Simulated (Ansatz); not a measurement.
Ti2BiN:
```
CELL_PARAMETERS angstrom
      3.30432     0.00000     0.00000
     -1.65216     2.86163     0.00000
      0.00000     0.00000    13.22985
ATOMIC_POSITIONS crystal
  Ti 0.33333 0.66667 0.57274
  Ti 0.66667 0.33333 0.42726
  Ti 0.66667 0.33333 0.07274
  Ti 0.33333 0.66667 0.92726
  Bi 0.33333 0.66667 0.25000
  Bi 0.66667 0.33333 0.75000
  N  0.00000 0.00000 0.00000
  N  0.00000 0.00000 0.50000
```

Relaxed with plane-wave PAW PBE (Ansatz code). Indices refer to the conventional cell of P6_3/mmc, a = b = 3.304 Å, c = 13.230 Å, α = β = 90.00°, γ = 120.00°.

Problem. Simulate the powder diffraction pattern (Ag Kα, λ = 0.560885 Å; lines above 1 %) up to 2θ = 30°.

Solution. Simulated powder pattern, Ag Kα, λ = 0.560885 Å (kinematic, ideal powder, no thermal factors, no anomalous dispersion; the 30 strongest lines at most, above 1 %, up to 2θ = 30°):

```
2θ (°)  d (Å)  I/Imax (%)          hkl
------  -----  ----------  -----------
4.86    6.615          41       (0002)
9.73    3.307          21       (0004)
11.25   2.862          22   (1 0 -1 0)
11.51   2.797          44   (1 0 -1 1)
12.26   2.626          14   (1 0 -1 2)
13.42   2.401         100   (1 0 -1 3)
14.61   2.205          16       (0006)
14.89   2.164         7.2   (1 0 -1 4)
16.60   1.943          12   (1 0 -1 5)
18.48   1.747          16   (1 0 -1 6)
19.53   1.654         1.9       (0008)
19.55   1.652          26   (1 1 -2 0)
20.15   1.603          11   (1 1 -2 2)
20.49   1.577          15   (1 0 -1 7)
21.88   1.478          15   (1 1 -2 4)
22.61   1.431         3.4   (2 0 -2 0)
22.74   1.423         7.8   (2 0 -2 1)
23.14   1.398         2.6   (2 0 -2 2)
23.78   1.361          20   (2 0 -2 3)
24.48   1.323         2.1   (0 0 0 10)
24.49   1.322          22   (1 1 -2 6)
24.66   1.313         2.0   (2 0 -2 4)
24.77   1.308          16   (1 0 -1 9)
25.75   1.259         4.0   (2 0 -2 5)
27.01   1.201         3.0  (1 0 -1 10)
27.02   1.200         4.8   (2 0 -2 6)
27.77   1.169         4.3   (1 1 -2 8)
28.46   1.141         5.7   (2 0 -2 7)
29.30   1.109         2.2  (1 0 -1 11)
29.47   1.102         2.0   (0 0 0 12)
```

The start of the workflow was typed in or built on a structure type; neither database checked (COD, Materials Project) lists it. Its standing as an ambient phase is unchecked. Symmetry was held in the PBE relaxation; whether a distortion lowers the energy is not shown. The workflow began spin-polarised and lost its moments. Spin–orbit coupling is left out wherever it is not named.

Potentials: the later of the program's two PAW sets.
